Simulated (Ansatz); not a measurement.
GaN:
```yaml
crystal:
  lattice:
    - [2.96716, 0.00000, 0.00000]
    - [-1.48358, 2.56963, 0.00000]
    - [0.00000, 0.00000, 5.03272]
  atoms:
    - { symbol: Ga, position: [0.00000, 0.00000, 0.00000] }
    - { symbol: Ga, position: [0.00000, 0.00000, 0.50000] }
    - { symbol: N, position: [0.33333, 0.66667, 0.25000] }
    - { symbol: N, position: [0.66667, 0.33333, 0.75000] }
```

Relaxed with r²SCAN.

Map the valence electron density (e/Å³), cut off at 2 on the plane through (0.000, 0.000, 0.000) spanned by u = [0, 0, 1] and v = [1, -1, 0] in lattice vectors, from plane-wave PAW r²SCAN (Ansatz code).

x is the fraction of u, y of v (the angle between them is 90°; rows are the nearest grid lines); atoms in the plane: Ga at (0.00, 0.00), Ga at (0.50, 0.00), N at (0.25, 0.33), N at (0.75, 0.67).
```
y \ x   0.000  0.0800  0.200  0.280  0.360  0.440  0.560  0.640  0.720  0.800  0.920   1.00
------  -----  ------  -----  -----  -----  -----  -----  -----  -----  -----  -----  -----
1.00     2.00    2.00  0.335  0.285  0.979   2.00   2.00  0.979  0.285  0.335   2.00   2.00
0.923    2.00    2.00  0.289  0.261  0.602   2.00   2.00  0.633  0.308  0.335   2.00   2.00
0.846   0.632   0.412  0.196  0.190  0.254  0.482  0.569  0.509  0.599  0.578  0.535  0.632
0.769   0.222   0.143  0.115  0.114  0.121  0.155  0.382  0.978   2.00   1.79  0.475  0.222
0.692   0.188   0.089  0.071  0.070  0.073  0.102  0.449   1.79   2.00   2.00  0.627  0.188
0.615   0.186   0.097  0.085  0.086  0.086  0.108  0.418   1.54   2.00   2.00  0.573  0.186
0.538   0.176   0.167  0.262  0.273  0.210  0.159  0.276  0.636   1.18   1.07  0.337  0.176
0.462   0.176   0.337   1.07   1.18  0.636  0.276  0.159  0.210  0.273  0.262  0.167  0.176
0.385   0.186   0.573   2.00   2.00   1.54  0.418  0.108  0.086  0.086  0.085  0.097  0.186
0.308   0.188   0.627   2.00   2.00   1.79  0.449  0.102  0.073  0.070  0.071  0.089  0.188
0.231   0.222   0.475   1.79   2.00  0.978  0.382  0.155  0.121  0.114  0.115  0.143  0.222
0.154   0.632   0.535  0.578  0.599  0.509  0.569  0.482  0.254  0.190  0.196  0.412  0.632
0.0769   2.00    2.00  0.335  0.308  0.633   2.00   2.00  0.602  0.261  0.289   2.00   2.00
0.000    2.00    2.00  0.335  0.285  0.979   2.00   2.00  0.979  0.285  0.335   2.00   2.00
```

The density is the valence pseudo-density with augmentation charge, so density and ELF within about 1 Å of a nucleus are not all-electron values.

Space group P6_3/mmc (NiAs type). The start of the workflow was typed in or built on a structure type; the Crystallography Open Database copy checked does not list it. It is not the phase usual at ambient conditions (space group No. 186, 216). The cell was relaxed with r²SCAN under the symmetry of its start; its stability against distortions is not shown here.

Potentials: the later of the program's two PAW sets.
